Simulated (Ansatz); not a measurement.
Method: DFT PBE, scalar-relativistic, plane waves, PAW in Ansatz 0.2.0. All cells share a 420 eV cutoff and Γ-centred k meshes spaced at most about 0.3 Å⁻¹ (about 0.25 or finer for metals, 2π included). No spin polarisation in the final relaxations.

Temperature and zero-point effects are left out. All come from trial cells, and lower structures may exist.

Question: These unrelaxed guesses for KCd2P2 are each relaxed within their symmetry. Order them by the energy at which they end, lowest first.
A.

```
K Cd P
1.0
     4.02923    0.00000    0.00000
    -2.01461    3.48941    0.00000
     0.00000    0.00000    8.58665
K Cd P
1 2 2
Direct
  0.00000 0.00000 0.00000
  0.33333 0.66667 0.50000
  0.66667 0.33333 0.50000
  0.33333 0.66667 0.00000
  0.66667 0.33333 0.00000
```

B.

```
K Cd P
1.0
     4.52596    0.00000    0.00000
    -2.26298    3.91960    0.00000
     0.00000    0.00000    7.86190
K Cd P
1 2 2
Direct
  0.00000 0.00000 0.00000
  0.33333 0.66667 0.63830
  0.66667 0.33333 0.36170
  0.33333 0.66667 0.26840
  0.66667 0.33333 0.73160
```

C.

```
K Cd P
1.0
    -2.20247    2.20247    6.07008
     2.20247   -2.20247    6.07008
     2.20247    2.20247   -6.07008
K Cd P
1 2 2
Direct
  0.00000 0.00000 0.00000
  0.25000 0.75000 0.50000
  0.75000 0.25000 0.50000
  0.64314 0.64314 0.00000
  0.35686 0.35686 0.00000
```

D.

```
K Cd P
1.0
     0.00000    2.99132    6.59391
     2.95872    0.00000    6.59391
     2.95872    2.99132    0.00000
K Cd P
1 2 2
Cartesian
  0.0000 0.0000 0.0000
  2.9587 2.9913 4.7634
  2.9587 2.9913 8.4244
  4.4381 4.4870 9.8909
  1.4794 1.4957 3.2970
```

Answer: B (ends in P-3m1, 0 meV/atom), C (ends in I4/mmm, ThCr2Si2 type, 18 meV/atom), D (ends in Fmmm, 181 meV/atom), A (ends in P6/mmm, 0.49 eV/atom).

In P-3m1, I4/mmm, Fmmm, P6/mmm an odd number of electrons in the primitive cell allows no gap without spin; a larger cell or a magnetic state could open one. A magnetic state wasn't ruled out in cells without spin, among them P-3m1, I4/mmm, Fmmm, P6/mmm. With atoms moved at random, I4/mmm came back. Other cells relaxed within their symmetry can be saddle points. Some candidate types were left out of the draw beforehand, so a known form may be missing.
